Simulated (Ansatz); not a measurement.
Profile along the Fe–Fe line in Fe (bcc, W type)

Fe (bcc, W type)

```xyz
1
Lattice="-1.4159 1.4159 1.4159 1.4159 -1.4159 1.4159 1.4159 1.4159 -1.4159" Properties=species:S:1:pos:R:3 pbc="T T T"
Fe     0.0000     0.0000     0.0000
```

Fields along a shortest Fe–Fe line of a {211} plane (2.45 Å), from Fe to Fe, interpolated on the slice's grid (step about 0.1 Å). Level of theory: PBE (plane waves to 420 eV, PAW, scalar-relativistic; Ansatz, a program for electronic structure). k mesh 23×23×23. Near the nuclei the fields are pseudised (PAW); where an atom keeps semicore shells as valence, they peak there. Fe was relaxed with its symmetry unable to fall. Relaxed Fe ends ferromagnetic. The magnetic order is the one the run started from; other orders were not tried.

```tsv
distance from Fe (Å)	valence electron density (e/Å³)	spin density, up minus down (e/Å³)	electron localisation function	ELF of the up spins	ELF of the down spins
0.00	35.62	5.99	x	x	x
0.25	23.75	3.76	x	x	x
0.49	8.01	1.02	x	x	x
0.74	1.68	0.19	0.30	0.30	0.31
0.98	0.49	0.03	0.19	0.18	0.19
1.23	0.36	0.01	0.26	0.21	0.32
1.47	0.49	0.03	0.19	0.18	0.19
1.72	1.68	0.19	0.30	0.30	0.31
1.96	8.01	1.02	x	x	x
2.21	23.75	3.76	x	x	x
2.45	35.62	5.99	x	x	x
```

x: too close to a nucleus for the ELF to mean much.

Density on the Fe–Fe line (2.45 Å) at its midpoint: 0.36 e/Å³. ELF at that point: 0.3.
